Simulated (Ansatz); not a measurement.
# SrO at 25 GPa: from Born charge to LO–TO splitting and polaron coupling

Level of theory: Ansatz 0.2.0, DFT LDA, scalar-relativistic, plane waves, PAW. Settings: 420 eV plane-wave cutoff, Γ-centred 8×8×8 mesh, fixed occupations. No spin polarisation. Phonons by linear response, acoustic sum rule imposed.

The cell, relaxed at 25 GPa:
```cif
data_structure
_symmetry_space_group_name_H-M 'Fm-3m'
_symmetry_Int_Tables_number 225
_cell_length_a 4.7933
_cell_length_b 4.7933
_cell_length_c 4.7933
_cell_angle_alpha 90.000
_cell_angle_beta 90.000
_cell_angle_gamma 90.000
_cell_volume 110.13
loop_
_atom_site_label
_atom_site_type_symbol
_atom_site_symmetry_multiplicity
_atom_site_Wyckoff_symbol
_atom_site_fract_x
_atom_site_fract_y
_atom_site_fract_z
_atom_site_occupancy
Sr1 Sr 4 a 0.00000 0.00000 0.00000 1
O1 O 4 b 0.50000 0.00000 0.00000 1
```

At this pressure the crystal is close to a known change of phase.

Linear response gives ν_TO = 310.4 cm⁻¹, Born charges ±2.616 e (positive on Sr) and ε∞ = 4.041. The primitive cell holds 27.532 Å³, and the masses are 87.620 and 15.999 amu.

Question: Find ν_LO and the static dielectric constant.

Answer: The long-wave field adds a restoring force: ω_LO² − ω_TO² = Z*²e²/(ε_vac ε∞ μV). In these units ν_LO² − ν_TO² = 4.92064×10⁷ Z*²/(μ V ε∞) cm⁻², with μ = m₁m₂/(m₁ + m₂) = 13.529 amu: 223715 cm⁻². So ν_LO = √(310.4² + 223715) = 565.7 cm⁻¹, and the run gives 565.7. Lyddane–Sachs–Teller then gives ε0 = ε∞ (ν_LO/ν_TO)² = 13.43, against 13.43 in the run (it forms both from the same three quantities, so the match checks the arithmetic only). Between ν_TO and ν_LO the dielectric function is negative and an undamped crystal reflects fully: a reststrahlen band from 17.7 to 32.2 μm.

Question: What do the Clausius–Mossotti polarisability and the Szigeti charge come to?

Answer: With the Lorentz local field, α = (3V/4π)(ε∞ − 1)/(ε∞ + 2) = 3.31 Å³ for the pair, and e_S = 3Z*/(ε∞ + 2) = 1.30 e. The Born charge includes the electrons' response to the dipole's own local field, and e_S takes that enhancement out. The Lorentz field assumes point-like polarisable ions, a poor picture once ε∞ is this large, since the electron clouds then overlap or are shared, so both numbers are formal here.

Question: How strongly does a slow electron couple to the LO mode?

Answer: For one isotropic parabolic band, Fröhlich's constant is α_F = (1/ε∞ − 1/ε0) √(m* Ry/ħω_LO), with Ry = 13.606 eV, ħω_LO = 70.1 meV and m* in free-electron masses: α_F = 0.1730 × 13.93 × √m* = 2.41 √m*. The band mass isn't part of this run; for m* = 0.1, 0.3 and 1 it gives 0.76, 1.32, 2.41. In weak coupling the polaron lies α_F ħω_LO below the band edge (93 meV at m* = 0.3) with a mass m*(1 + α_F/6); past α_F of about 5 or 6 that expansion fails. A semilocal functional's ε∞ tends to be too large, which taken alone lowers α_F.

Cost: 1 run of about 0.61 core-minutes, on Arm Neoverse N1 (shared hosts).